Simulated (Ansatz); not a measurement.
# Elastic constants of ScAl (Pm-3m), step by step

```xyz
2
Lattice="3.3083 0.0000 0.0000 0.0000 3.3083 0.0000 0.0000 0.0000 3.3083" Properties=species:S:1:pos:R:3 pbc="T T T"
Sc    1.6542    1.6542    1.6542
Al    0.0000    0.0000    0.0000
```

Level of theory, where no other is named: LDA, all-electron LAPW in Ansatz 0.2.0, scalar-relativistic. k mesh 12×12×12, strains of ±0.003, Fermi-Dirac smearing of 0.080 eV, basis error target 1 meV/atom. The cell was relaxed by PAW under this functional, which moved its volume by -5 % from the database entry's. The structure is one entry of a database and needn't be the stable phase.

The cell is cubic and carries a residual pressure of -0.04 GPa at this level. Each strain component that symmetry leaves independent is applied at ±0.003, the ions relax wherever a strain frees them, and the stress (tension positive, GPa) is read. Shears are engineering strains, γ = 2ε.

```tsv
strain	size	σxx	σyy	σzz	σyz	σxz	σxy
xx	-0.003	-0.2702	-0.1937	-0.1937	0.0000	0.0000	0.0000
xx	+0.003	0.3481	0.2757	0.2757	0.0000	0.0000	0.0000
yz	-0.003	0.0416	0.0416	0.0416	-0.3008	0.0000	0.0000
yz	+0.003	0.0416	0.0416	0.0416	0.3008	0.0000	0.0000
```

A central difference gives one constant, for example C11 ≈ (0.3481 − (-0.2702))/(0.006) = 103.0 GPa; the program then imposes the crystal's symmetry on the whole matrix.

(1) What are the independent elastic constants?

(2) Do they meet the Born conditions?

(3) What moduli does a random aggregate of grains have?

(4) With the density of 3.299 g/cm³, how fast does sound travel, and what Debye temperature follows?

(5) How far do the constants move if PAW replaces LAPW in the same cell?

## Answers

(1) C11 = 103.0, C12 = 78.2, C44 = 100.3 GPa.

(2) C11 − C12 = 24.8, C11 + 2C12 = 259.5 and C44 = 100.3 GPa must all be positive, so the crystal is elastically stable; that says nothing yet of its phonons.

(3) B = (C11 + 2C12)/3 = 86.5 GPa. G_V = (C11 − C12 + 3C44)/5 = 65.1 and G_R = 5(C11 − C12)C44/(4C44 + 3(C11 − C12)) = 26.2, so G_H = 45.6 GPa. Then E = 9BG/(3B + G) = 116.4 GPa, ν = (3B − 2G)/(6B + 2G) = 0.276 and B/G = 1.90, on the ductile side of Pugh's 1.75 (a rule of thumb).

(4) 

```csv
direction,slow (m/s),middle (m/s),fast (m/s)
[100],5513,5513,5589
[110],1939,5513,7607
[111],3555,3555,8170
```

The mean of v⁻³ over directions and branches gives v_m = 3793 m/s and θ_D = (ħ/k_B) v_m (6π²n)^(1/3) = 430 K, n being atoms per volume. Young's modulus spans 36 to 217 GPa over directions, and the universal anisotropy index is 7.45.

(5) 

```csv
constant,LAPW (GPa),PAW (GPa),difference
C11,103.0,103.3,0.3
C12,78.2,78.5,0.3
C44,100.3,100.4,0.1
```

Known limits: responses of metals move with mesh and smearing; the softest shear constant rests on one k mesh, and a soft shear can herald a distortion on cooling; the frozen-core PAW files of the compared runs were fitted under PBE, their cores solved anew for this functional.
